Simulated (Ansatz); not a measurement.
AlN:
```
CELL_PARAMETERS angstrom
      3.11818     0.00000     0.00000
     -1.55909     2.70042     0.00000
      0.00000     0.00000    15.19865
ATOMIC_POSITIONS crystal
  Al 0.00000 0.00000 0.99964
  Al 0.00000 0.00000 0.49964
  Al 0.66667 0.33333 0.83389
  Al 0.33333 0.66667 0.33389
  Al 0.66667 0.33333 0.16673
  Al 0.33333 0.66667 0.66673
  N  0.00000 0.00000 0.87450
  N  0.00000 0.00000 0.37450
  N  0.66667 0.33333 0.70803
  N  0.33333 0.66667 0.20803
  N  0.66667 0.33333 0.04091
  N  0.33333 0.66667 0.54091
```

Relaxed with PBE. Independent-particle spectrum: no excitons, no local fields, no scissors shift; 0.1 eV broadening; ε₁ of the summed bands alone.

Tabulate the dielectric function from the program Ansatz at the PBE level (PAW).



| E (eV) | ε₁ xx | ε₂ xx | ε₁ zz | ε₂ zz |
|---|---|---|---|---|
| 0.0 | 4.63 | 0.00 | 4.71 | 0.00 |
| 0.5 | 4.64 | 0.00 | 4.72 | 0.00 |
| 1.0 | 4.69 | 0.00 | 4.77 | 0.00 |
| 1.5 | 4.76 | 0.00 | 4.85 | 0.00 |
| 2.0 | 4.88 | 0.00 | 4.98 | 0.00 |
| 2.5 | 5.04 | 0.00 | 5.16 | 0.00 |
| 3.0 | 5.28 | 0.00 | 5.41 | 0.00 |
| 3.5 | 5.63 | 0.00 | 5.81 | 0.00 |
| 4.0 | 6.35 | 0.06 | 6.65 | 0.14 |
| 4.5 | 6.79 | 0.74 | 7.21 | 0.80 |
| 5.0 | 7.30 | 1.20 | 7.72 | 1.93 |
| 5.5 | 8.08 | 2.41 | 8.03 | 2.92 |
| 6.0 | 8.43 | 4.24 | 7.76 | 4.42 |
| 6.5 | 7.58 | 5.96 | 8.12 | 6.48 |
| 7.0 | 5.77 | 7.47 | 4.36 | 8.06 |
| 7.5 | 4.17 | 8.51 | 2.00 | 7.80 |
| 8.0 | 0.80 | 7.00 | 1.41 | 5.46 |
| 8.5 | 0.52 | 4.39 | 2.01 | 4.09 |
| 9.0 | 2.21 | 3.85 | 4.10 | 3.92 |
| 9.5 | 2.36 | 4.91 | 1.39 | 7.24 |
| 10.0 | 2.19 | 4.44 | 1.12 | 4.29 |
| 10.5 | 1.69 | 6.15 | 1.36 | 3.82 |
| 11.0 | 0.26 | 5.53 | 0.30 | 5.59 |
| 11.5 | 0.81 | 4.96 | 1.97 | 5.49 |
| 12.0 | 0.07 | 5.79 | -0.45 | 6.62 |

From ε at 5.4 eV (xx: 8.03 + 2.16i), find n, k, the normal reflectivity and the absorption coefficient.

n = 2.86, k = 0.378, R = 24 %, α = 2kE/ħc = 210000 cm⁻¹.

With all bands, ε∞ without local fields is 4.73 (xx = yy), 4.81 (zz). DFPT, with local fields, gives 4.58 (xx = yy), 4.68 (zz).

Space group P6_3mc. The cell is a constructed one: a structure type filled with these elements. Its sites differ from those of the usual phase in this space group: another stacking or structure type. Symmetry was held in the PBE relaxation; phonons on a q-mesh show no instability.

Potentials: the later of the program's two PAW sets.
